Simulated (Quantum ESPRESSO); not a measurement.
# Computed records: Al2InGaAs4 (made-up cell)

Computed with Quantum ESPRESSO 7.5. Calculation on a made-up crystal cell, not a measurement, with one named mistake planted (healthy values lack it): periodic Kohn-Sham density functional theory in plane waves with PseudoDojo standard norm-conserving scalar-relativistic pseudopotentials, each functional with its own files (v0.5 for PBE, v0.4.1 for LDA and PBEsol), no spin polarisation, no spin-orbit coupling, atoms not relaxed, stress positive in tension, energies less a fixed whole-eV offset for each atom's element; levels are Kohn-Sham levels at fractions of this cell's reciprocal vectors, counted from the reference band (half the neutral cell's valence electrons, rounded up) at Gamma; error bars cover cutoff and k-mesh only, not smearing or the files; a charged cell sits in a uniform background, with energy and stress on this program's zero of potential; each bar is the largest change over components, and at least 0.002 eV, 0.002 eV per angstrom or 0.02 GPa; energies are for the whole cell, and the offsets were chosen from early runs and are not element reference energies; a distance is the largest change of any value in units of its error bar, a scale change is of lengths, and a coarse mesh keeps the half-step shift.

```cif
# cell vector a (Å): 5.7037 0.0716 0.0148
# cell vector b (Å): 0.0716 5.8032 -0.0532
# cell vector c (Å): 0.0148 -0.0532 5.7166
data_Al2InGaAs4
_symmetry_space_group_name_H-M 'P 1'
_symmetry_Int_Tables_number 1
_cell_length_a 5.7042
_cell_length_b 5.8039
_cell_length_c 5.7169
_cell_angle_alpha 91.057
_cell_angle_beta 89.710
_cell_angle_gamma 88.575
_cell_volume 189.17
loop_
_atom_site_label
_atom_site_type_symbol
_atom_site_fract_x
_atom_site_fract_y
_atom_site_fract_z
_atom_site_occupancy
In1 In 0.99905 0.99087 0.01234 1
Al1 Al 0.99509 0.48004 0.51527 1
Ga1 Ga 0.49278 0.01416 0.49516 1
Al2 Al 0.50268 0.51073 0.00527 1
As1 As 0.23490 0.26081 0.25144 1
As2 As 0.23572 0.76872 0.77501 1
As3 As 0.73998 0.26088 0.75619 1
As4 As 0.74639 0.73881 0.25154 1
_calc_lattice_type 'zincblende/diamond'
_calc_intended_functional 'pbe'
_calc_intended_cutoff 1143  # eV
_calc_intended_fermi_dirac_smearing 0.025  # eV
_calc_intended_scf_tolerance 1e-07  # eV
_calc_intended_electrons_removed 0
_calc_healthy_free_energy_less_offsets 1.981  # eV
_calc_healthy_smearing_term_minus_ts 0  # eV
_calc_healthy_scf_iterations 10
_calc_healthy_pressure 5.9  # GPa
_calc_healthy_stress_xx -6.37  # GPa
_calc_healthy_stress_yy -5.16  # GPa
_calc_healthy_stress_zz -6.18  # GPa
_calc_healthy_stress_yz -3.91  # GPa
_calc_healthy_stress_xz 3.28  # GPa
_calc_healthy_stress_xy 2.53  # GPa
_calc_fault_kind 'cell scaled'
_calc_fault_scale_change 0.83  # percent
_calc_intended_k_mesh '4 x 4 x 4, shifted by half a step'
_calc_structure_shown 'as intended, without the mistake'
_calc_faulty_free_energy_less_offsets 1.835  # eV
_calc_faulty_smearing_term_minus_ts 0  # eV
_calc_faulty_scf_iterations 10
_calc_faulty_pressure 3.952  # GPa
_calc_faulty_stress_xx -4.404  # GPa
_calc_faulty_stress_yy -3.229  # GPa
_calc_faulty_stress_zz -4.222  # GPa
_calc_faulty_stress_yz -3.558  # GPa
_calc_faulty_stress_xz 2.978  # GPa
_calc_faulty_stress_xy 2.33  # GPa
_calc_other_mistakes_run 7
_calc_distance_from_healthy 107.4  # error bars
_calc_distance_from_nearest_other_mistake 311.5  # error bars
_calc_healthy_error_bar_energy 0.01072  # eV
_calc_healthy_error_bar_stress 0.02  # GPa
_calc_healthy_error_bar_force 0.002122  # eV/angstrom
```

Atoms:
| atoms element | atom site | atom energy offset (eV) |
| --- | --- | --- |
| In | 1 | -1808 |
| Al | 2 | -64 |
| Ga | 3 | -2080 |
| Al | 4 | -64 |
| As | 5 | -2887 |
| As | 6 | -2887 |
| As | 7 | -2887 |
| As | 8 | -2887 |

Healthy forces:
| site | x (eV/Å) | y (eV/Å) | z (eV/Å) |
| --- | --- | --- | --- |
| 1 | -2.38 | 2.008 | 1.392 |
| 2 | -0.047 | 1.505 | 0.323 |
| 3 | -0.134 | -0.455 | 0.351 |
| 4 | -0.984 | 0.01 | -0.043 |
| 5 | 1.554 | 0.684 | 0.354 |
| 6 | 2.911 | -3.039 | -3.574 |
| 7 | -0.435 | -0.32 | -0.41 |
| 8 | -0.485 | -0.391 | 1.606 |

Faulty forces:
| site | x (eV/Å) | y (eV/Å) | z (eV/Å) |
| --- | --- | --- | --- |
| 1 | -2.226 | 1.879 | 1.298 |
| 2 | -0.05775 | 1.414 | 0.2897 |
| 3 | -0.126 | -0.4197 | 0.3272 |
| 4 | -0.9169 | 0.02634 | -0.04658 |
| 5 | 1.454 | 0.6287 | 0.3604 |
| 6 | 2.735 | -2.879 | -3.346 |
| 7 | -0.4003 | -0.2907 | -0.3835 |
| 8 | -0.4623 | -0.3584 | 1.501 |
